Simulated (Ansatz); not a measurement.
This cell of Cd (hcp, Mg type) is off equilibrium:

```yaml
crystal:
  lattice:
    - [6.03185, 0.00000, 0.00000]
    - [-1.50796, 2.61187, 0.00000]
    - [0.00000, 0.00000, 5.82164]
  atoms:
    - { symbol: Cd, position: [0.16667, 0.66667, 0.79810] }
    - { symbol: Cd, position: [0.66667, 0.66667, 0.70190] }
    - { symbol: Cd, position: [0.33333, 0.33333, 0.29810] }
    - { symbol: Cd, position: [0.83333, 0.33333, 0.20190] }
```

Calculation: PBE (plane waves to 420 eV, PAW, scalar-relativistic; Ansatz, a first-principles code). k mesh 9×18×8 (Γ-centred), Fermi-Dirac smearing 0.05 eV. Stress and pressure are positive under compression. With partly filled bands, energies and forces of such displacements shift with the k mesh and the smearing. Cd was relaxed with its symmetry unable to fall. The PAW data are Ansatz's earlier set. The relaxed volume of Cd is well above the measured one; the method has no dispersion term.

Question: What forces act on the atoms (eV/Å, Cartesian)?

Answer: 
```tsv
atom	Fx	Fy	Fz
Cd1	0.150	0.087	-0.257
Cd2	0.150	0.087	0.257
Cd3	-0.150	-0.087	-0.257
Cd4	-0.150	-0.087	0.257
```

Question: What is the stress tensor (GPa)?

Answer: 
```
    0.4      0.0      0.0
    0.0      0.4      0.0
    0.0      0.0      1.2
```
The pressure, a third of the trace, is 0.7 GPa.

(For displaced atoms, the force is minus the slope of the energy, and its curvature is a force constant, which sets phonon frequencies.)
